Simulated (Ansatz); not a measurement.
input.yaml (Ansatz)

```yaml
crystal:
  lattice:
    - [-2.245591907, 2.245591907, 1.2260931812]
    - [2.245591907, -2.245591907, 1.2260931812]
    - [2.245591907, 2.245591907, -1.2260931812]
  atoms:
    - { symbol: Fe, position: [0.0, 0.0, 0.0] }
    - { symbol: Fe, position: [0.75, 0.25, 0.5] }
hamiltonian:
  xc: blyp
  pseudopotentials:
    kind: paw
    azcp:
      Fe: "pseudopotentials/Fe.paw.azcp"
basis:
  ecutwfc: 420
  fft_grid_basis: typed
kpoints:
  mp_grid: { grid: [14, 14, 10], shift: [0, 0, 0] }
magnetization:
  spin_polarized: false
scf:
  occupations: { method: fermi_dirac, width: 0.1 }
relax:
  max_steps: 60
  f_tol: 0.01
  cell: {}
```

Output

```
Warning: crystal.symmetry: narrowed to the stabiliser of the k-point mesh — unitary ops 16 → 4; excluded 12 operations that carry a point of the 14×14×10 mesh (shift [0, 0, 0]) off the mesh (the run samples exactly the mesh kpoints.mp_grid names, as under crystal.symmetry.detect: false, and its converged state has the mesh's symmetry, not the crystal's; ε∞, the Born charges and the force constants of a linear response (`dielectric:` by the response, `phonons.method: dfpt`) are averaged over those of the crystal's operations that the state keeps within a tolerance, where `mesh_tensors`, `unaveraged_element` or `gamma_mean_max_change_ev_ang2` stands beside them; a row that `dielectric.field_direction` solves alone is averaged likewise, with nothing beside; a Γ-centred mesh of equal divisions is mapped onto itself by every operation and keeps the whole group, as does a half-shifted one under kpoints.further_shifts: images)
Engine: ansatz 0.2.0, x86_64-unknown-linux-gnu
Pseudopotentials: kind: paw
Pseudopotential: Fe, paw, valence charge 16, recommended cutoff 420 eV (normal) 
Functional definition: BLYP
  parameter beta = 0.0042
  parameter a = 0.04918
  parameter b = 0.132
  parameter c = 0.2533
  parameter d = 0.349
  exchange = b88_x(beta = beta)
  correlation = lyp_c(a = a, b = b, c = c, d = d)
Crystal: 2 atoms, lattice volume = 24.731 Å³
Basis set: ecut = 420 eV, 485 PW (Γ), exchange–correlation on 48×48×48 points (8 copies of the dense FFT grid, shifted against one another)
Bands: 20, of which v1, the nominal top of the filled ones, is band 16 counted from 1 (15 counted from 0)
Symmetry: 4 space group operations
k-points: 534 of 1960
Non-local potential: Fe, projectors of the file, l = 0: 3, l = 1: 2, l = 2: 3, l = 3: 1
PAW form: soft (Blöchl's): semilocal exchange-correlation on the pseudo side does not see the compensation charge
PAW frozen core: Fe, regenerated for the run's functional, and the local potential with it (the file was generated under x = pbe(κ = 0.804, μ = 0.2195149727645171), c = pbe(β = 0.06672455060314922))
PAW one-centre angular grid: Fe, 590 points (default); XC on 64 Gauss nodes
Initial density: superposition of atomic densities (neutral atoms: chi_scale 0, normalization atom), corrected by the library's trained network
Initial wavefunctions: pseudopotential atomic-orbital guess
Functional: x = b88, c = lyp
SCF iter   1: F=—  HF=-8974.900835 eV  |F-HF|=—  |Δ(HF+E_count)|=         —  Δρ=2.13e-2  dr2=9.09e-2  ethr=1.77e-3  ⟨swp⟩=4.8  Hψ=87396  notcnv=0  defer=325
automatic band count: the SCF goes on with 24 bands, as 20 were too few: the levels above may hold too much charge
SCF iter   2: F=—  HF=-8974.889950 eV  |F-HF|=—  |Δ(HF+E_count)|=   1.09e-2  Δρ=1.22e-2  dr2=3.28e-2  ethr=2.84e-4  ⟨swp⟩=2.0  Hψ=18546  notcnv=0  defer=350
SCF iter   3: F=—  HF=-8974.884223 eV  |F-HF|=—  |Δ(HF+E_count)|=   5.73e-3  Δρ=2.27e-3  dr2=6.60e-4  ethr=1.02e-4  ⟨swp⟩=1.8  Hψ=14522  notcnv=0  defer=350
SCF iter   4: F=—  HF=-8974.884121 eV  |F-HF|=—  |Δ(HF+E_count)|=   1.02e-4  Δρ=1.01e-3  dr2=6.95e-5  ethr=2.06e-6  ⟨swp⟩=2.4  Hψ=17248  notcnv=0  defer=350
...
iter 4 did not close the SCF: its close was put off for the readings that it lacked (scf_convergence_deferred on its scf_iter line)
SCF iter   4: F=-8975.769780 eV  HF=-8975.769780 eV  |F-HF|=1.82e-12  |Δ(HF+E_count)|=  1.64e-11  Δρ=1.30e-7  dr2=2.38e-12  ethr=1.00e-12  ⟨swp⟩=1.0  Hψ=12816  notcnv=0
iter 5 did not close the SCF: its close was put off for the readings that it lacked (scf_convergence_deferred on its scf_iter line)
SCF iter   5: F=-8975.769780 eV  HF=-8975.769780 eV  |F-HF|=3.64e-12  |Δ(HF+E_count)|=    0.00e0  Δρ=5.34e-8  dr2=4.30e-13  ethr=1.00e-12  ⟨swp⟩=1.0  Hψ=12816  notcnv=0
iter 6 did not close the SCF: its close was put off for the readings that it lacked (scf_convergence_deferred on its scf_iter line)
SCF iter   6: F=-8975.769780 eV  HF=-8975.769780 eV  |F-HF|=0.00e0  |Δ(HF+E_count)|=    0.00e0  Δρ=1.82e-8  dr2=2.24e-14  ethr=1.00e-12  ⟨swp⟩=1.0  Hψ=12816  notcnv=0
iter 7 did not close the SCF: its close was put off for the readings that it lacked (scf_convergence_deferred on its scf_iter line)
SCF iter   7: F=-8975.769780 eV  HF=-8975.769780 eV  |F-HF|=0.00e0  |Δ(HF+E_count)|=    0.00e0  Δρ=5.03e-9  dr2=1.84e-15  ethr=1.00e-12  ⟨swp⟩=1.0  Hψ=12816  notcnv=0
SCF iter   8: F=-8975.769780 eV  HF=-8975.769780 eV  |F-HF|=1.82e-12  |Δ(HF+E_count)|=  1.82e-12  Δρ=1.05e-9  dr2=8.25e-17  ethr=1.00e-12  ⟨swp⟩=2.1  Hψ=35484  notcnv=0
SCF 28 converged in 8 iterations: F = -8975.769780 eV  dr2 = 8.25e-17
relax step  28: F+E_penalty+E_count = -8975.76977988 eV  Δ(F+E_penalty+E_count) = -1.020e-5 eV  max|allowed force component| = 3.736e-6 eV/Å  Δτ_max = 0.0000 Å  P = +0.005 GPa  Ω = 21.781 Å³  stress off target by 1.45e-2 GPa  SCF on the basis re-selected at this cell (its energy is not comparable with the rows above)  (8 SCF iters)
basis re-selected at this cell: Δ(F+E_penalty+E_count) = -1.020e-5 eV, ΔP = -0.000 GPa vs the last step (what re-selecting the basis moved, of the pressure what is left beyond the Pulay correction that the steps carried, after the strain that the cell walked since its last selection, with what the two solves' SCF thresholds leave and, on support functions, any second-order correction that the steps lacked; it is no measure of the basis error at this ecutwfc). This SCF's stress stands 1.45e-2 GPa from its target on what of the cell is left free (relax.cell.stress_tol is 5.00e-2 GPa) and its largest allowed force component is 3.74e-6 eV/Å (relax.f_tol is 1.00e-2 eV/Å): within both
SCF converged after 8 iterations
Free energy (F): -8975.769780 eV
Harris-Foulkes:  -8975.769780 eV  (|F-HF|=1.82e-12)
Internal energy: -8975.632728 eV  (E = F + TS)
E sigma→0 (E₀):  -8975.701254 eV
Entropy (-TS):   -0.137052 eV (-68.526 meV/atom)
Fermi energy:    19.932940 eV
--- Per-component energies (eV) ---
  E_band       = -380.861251
  E_kinetic    = 708.544031
  E_local      = -4039.462529  (includes V_loc(G=0)·N_el)
  E_nonlocal   = 427.191050
  E_hartree    = 1707.329599
  E_xc         = -233.855623
  E_vxc        = -300.591431  (∫ρ·V_xc dr)
  E_paw        = -2749.015653  (= ΣΔE_a)
  E_vpaw       = -591.203435  (= ΣTr[D̂ρ^β])
  E_aug_tail   = 0.001868  (compensation charges beyond the density's cutoff)
  E_ewald      = -4796.385368
  E_core_change = 0.019898  (= ΣΔE_core)
  E_smearing   = -0.137052  (= −TS)
  E_closure    = -0.000000  (closes the sum)
  Σ components = -8975.769780   (vs F -8975.769780, Δ=0.00e0)
--- Forces (eV/Å), atoms counted from 1 ---
  atom   1  Fe    -0.00000374     0.00000374     0.00000000
  atom   2  Fe     0.00000374    -0.00000374    -0.00000000
  max |Σ_I F_I| component: 0.00e0 eV/Å
--- Stress (GPa, compression-positive) ---
        0.007707      -0.006823      -0.000476
       -0.006823       0.007707      -0.000476
       -0.000476      -0.000476      -0.001566
  P = ⅓ Tr σ = 0.0046 GPa (0.046 kbar)
--- Relaxed structure (25 steps of the walk, 25 accepted, 3 SCFs on fresh bases) ---
  F+E_penalty+E_count = -8975.76977988 eV   max|allowed force component| = 3.736e-6 eV/Å   (the final SCF, on the basis selected at the relaxed cell)
  cell:  # Å, volume = 21.7812 Å³
    - [-2.8804064538508762, 2.879566302324379, 1.2372263392894622]
    - [2.879566302324379, -2.8804064538508762, 1.2372263392894622]
    - [1.528629229667357, 1.528629229667357, -1.238765078349008]
  atoms:
    - { symbol: Fe, position: [-1.619751878492314e-5, 1.619751878492314e-5, 0.0] }
    - { symbol: Fe, position: [0.7500161975187852, 0.24998380248121516, 0.5000000000000003] }
```
